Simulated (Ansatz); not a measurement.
Band table of Pb (fcc type)

```
CELL_PARAMETERS angstrom
0.00000 2.46734 2.46734
2.46734 0.00000 2.46734
2.46734 2.46734 0.00000
ATOMIC_POSITIONS crystal
Pb 0.00000 0.00000 0.00000
```

The base cell comes from a relaxation on PAW files under the same functional.

Computed with Ansatz 0.2.0; functional PBEsol, scalar-relativistic. Settings: a Γ-centred 15×15×15 k mesh, Fermi–Dirac smearing of 0.1 eV, no spin polarisation. Methods: LAPW: all electrons, basis error target 1 meV/atom.

Spin–orbit coupling is left out, which matters for the heavy atoms.

Path points, in fractions of the reciprocal vectors: Γ (0.000, 0.000, 0.000), X (0.500, 0.000, 0.500), U (0.625, 0.250, 0.625), K (0.375, 0.375, 0.750), L (0.500, 0.500, 0.500), W (0.500, 0.250, 0.750). The distance column jumps between branches of the path. Levels in eV from the Fermi level; bands 12 to 20, counted from the lowest band of the run. The gap is zero, the pressure -0.01 GPa.

```
# k(1/Å) point b12 b13 b14 b15 b16 b17 b18 b19 b20
0.000 Γ -17.01 -17.01 -17.01 -16.87 -16.87 -11.82 7.49 7.49 7.49
0.182 - -17.02 -17.00 -17.00 -16.88 -16.86 -11.69 6.65 6.91 6.91
0.364 - -17.05 -16.96 -16.96 -16.90 -16.84 -11.29 5.06 5.75 5.75
0.546 - -17.08 -16.94 -16.89 -16.89 -16.82 -10.63 3.27 4.54 4.54
0.728 - -17.12 -17.00 -16.82 -16.82 -16.79 -9.72 1.32 3.50 3.50
0.909 - -17.15 -17.04 -16.76 -16.76 -16.76 -8.60 -0.66 2.71 2.71
1.091 - -17.18 -17.08 -16.75 -16.71 -16.71 -7.39 -2.43 2.21 2.21
1.273 X -17.18 -17.09 -16.74 -16.69 -16.69 -6.70 -3.32 2.05 2.05
1.338 - -17.18 -17.09 -16.74 -16.70 -16.69 -6.69 -3.30 1.87 2.07
1.402 - -17.17 -17.09 -16.75 -16.70 -16.70 -6.69 -3.24 1.43 2.13
1.466 - -17.16 -17.08 -16.75 -16.72 -16.70 -6.68 -3.14 0.87 2.22
1.531 - -17.15 -17.06 -16.76 -16.73 -16.71 -6.67 -2.99 0.27 2.36
1.595 - -17.13 -17.04 -16.77 -16.75 -16.72 -6.68 -2.81 -0.30 2.53
1.659 - -17.12 -17.01 -16.79 -16.77 -16.73 -6.71 -2.58 -0.82 2.74
1.723 U -17.10 -16.98 -16.80 -16.80 -16.74 -6.78 -2.32 -1.26 2.99
2.503 K -17.10 -16.98 -16.80 -16.80 -16.74 -6.78 -2.32 -1.26 2.99
2.696 - -17.06 -16.89 -16.88 -16.84 -16.78 -7.33 -1.89 -1.33 3.90
2.889 - -17.03 -16.94 -16.88 -16.83 -16.81 -8.35 -1.44 -0.05 5.03
3.082 - -16.99 -16.99 -16.90 -16.88 -16.79 -9.49 -0.20 1.48 6.24
3.275 - -17.01 -16.97 -16.93 -16.90 -16.81 -10.49 1.58 3.21 7.22
3.468 - -17.02 -16.98 -16.97 -16.89 -16.84 -11.23 3.73 5.06 7.61
3.661 - -17.02 -17.00 -17.00 -16.87 -16.86 -11.67 6.05 6.75 7.55
3.854 Γ -17.01 -17.01 -17.01 -16.87 -16.87 -11.82 7.49 7.49 7.49
4.011 - -17.01 -17.01 -17.01 -16.87 -16.87 -11.72 6.28 7.36 7.36
4.169 - -17.02 -16.99 -16.99 -16.87 -16.87 -11.43 4.09 7.04 7.04
4.326 - -17.02 -16.98 -16.98 -16.85 -16.85 -10.93 1.84 6.64 6.64
4.484 - -17.03 -16.98 -16.98 -16.81 -16.81 -10.25 -0.27 6.24 6.24
4.641 - -17.04 -16.99 -16.99 -16.77 -16.77 -9.42 -2.14 5.92 5.92
4.799 - -17.04 -17.00 -17.00 -16.74 -16.74 -8.57 -3.62 5.70 5.70
4.956 L -17.05 -17.00 -17.00 -16.73 -16.73 -8.13 -4.27 5.62 5.62
5.085 - -17.04 -17.00 -16.99 -16.74 -16.73 -8.08 -4.19 4.92 5.43
5.214 - -17.02 -17.01 -16.96 -16.76 -16.73 -7.93 -3.96 3.55 4.80
5.342 - -17.01 -17.01 -16.91 -16.80 -16.74 -7.69 -3.58 2.10 3.83
5.471 - -17.02 -16.99 -16.86 -16.85 -16.73 -7.37 -3.07 0.77 2.74
5.599 - -17.02 -16.97 -16.90 -16.83 -16.72 -7.02 -2.45 -0.35 1.67
5.728 - -17.01 -16.96 -16.93 -16.82 -16.70 -6.71 -1.79 -1.12 0.73
5.857 W -17.00 -16.95 -16.95 -16.82 -16.69 -6.59 -1.40 -1.40 0.24
5.948 - -17.01 -17.01 -16.90 -16.81 -16.69 -6.59 -1.89 -0.87 0.30
6.039 - -17.06 -17.02 -16.84 -16.80 -16.69 -6.61 -2.31 -0.29 0.48
6.130 - -17.10 -17.04 -16.79 -16.78 -16.69 -6.63 -2.67 0.31 0.76
6.220 - -17.14 -17.06 -16.76 -16.75 -16.69 -6.65 -2.95 0.92 1.13
6.311 - -17.16 -17.08 -16.75 -16.72 -16.69 -6.68 -3.16 1.47 1.54
6.402 - -17.18 -17.09 -16.74 -16.70 -16.69 -6.69 -3.28 1.88 1.89
6.493 X -17.18 -17.09 -16.74 -16.69 -16.69 -6.70 -3.32 2.05 2.05
```
